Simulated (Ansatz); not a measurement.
NaCl from PBE to r2SCAN

```yaml
crystal:
  lattice:
    - [0.00000, 2.86376, 2.86376]
    - [2.86376, 0.00000, 2.86376]
    - [2.86376, 2.86376, 0.00000]
  atoms:
    - { symbol: Na, position: [0.00000, 0.00000, 0.00000] }
    - { symbol: Cl, position: [0.50000, 0.50000, 0.50000] }
```

First run. Computed with plane-wave PAW DFT (Ansatz 0.2.0): PBE, 420 eV cutoff, 8×8×8 Γ-centred mesh, fermi-dirac occupations of width 0.100 eV. Spin: none.

Second run. Method: r2SCAN in Ansatz 0.2.0, PAW datasets, plane waves to 500 eV, 8×8×8 Γ-centred mesh, fermi-dirac occupations of width 0.100 eV. Spin: none. Both are single points on the same atoms.

**Question.** What does the second level change?

**Answer.** The two runs give:

```json
{"quantity": "gap over mesh and path (eV)", "PBE": "4.94", "r2SCAN": "5.71"}
{"quantity": "pressure (GPa)", "PBE": "-0.4", "r2SCAN": "-1.5"}
{"quantity": "formation energy (eV/atom)", "PBE": "-1.847", "r2SCAN": "-2.091"}
{"quantity": "Bader charge of Na (e)", "PBE": "+0.87", "r2SCAN": "+0.89"}
{"quantity": "Bader charge of Cl (e)", "PBE": "-0.87", "r2SCAN": "-0.89"}
```

The gap opens by 0.77 eV. At this fixed cell the pressure falls by 1.1 GPa, so the second level wants a smaller volume than the first.

Origin of the cell: a database entry at a slightly scaled volume.

Caveats: the cell is not relaxed; formation energies are at zero smearing against the elements' usual phases under the same functional, gases as free molecules; pressure is positive in compression.
